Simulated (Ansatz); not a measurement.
NiSb:
```
CELL_PARAMETERS angstrom
      3.97409     0.00000     0.00000
     -1.98704     3.44166     0.00000
      0.00000     0.00000     5.15950
ATOMIC_POSITIONS crystal
  Ni 0.00000 0.00000 0.00000
  Ni 0.00000 0.00000 0.50000
  Sb 0.33333 0.66667 0.25000
  Sb 0.66667 0.33333 0.75000
```

Relaxed with PBE. Special points in fractions of this cell's reciprocal vectors: Γ (0.000, 0.000, 0.000); M (0.500, 0.000, 0.000); K (0.333, 0.333, 0.000); A (0.000, 0.000, 0.500); L (0.500, 0.000, 0.500); H (0.333, 0.333, 0.500).

Question: List the band energies nearest the Fermi level at these points for PBE with spin–orbit coupling in the plane-wave PAW code Ansatz.

Answer: In eV from the Fermi level; about four levels below and three above (degenerate sets whole), none deeper than 8.9 eV; points with the same levels are listed once.

```tsv
k	below	above
Γ	-1.26 -1.26 -1.17 -1.17	0.04 0.04 0.28 0.28
M	-1.19 -1.19 -0.35 -0.35	1.16 1.16 3.46 3.46
K	-0.57 -0.57 -0.48 -0.48	0.62 0.62 0.70 0.70
A	-1.95 -1.95 -1.95 -1.95	0.19 0.19 0.19 0.19
L	-1.64 -1.64 -1.64 -1.64	0.23 0.23 0.23 0.23
H	-1.20 -1.20 -1.14 -1.14	4.04 4.04 4.26 4.26
```

Space group P6_3/mmc (NiAs type). The PBE relaxation kept the symmetry of its start. No spin polarisation was allowed.

Potentials: the later of the program's two PAW sets.
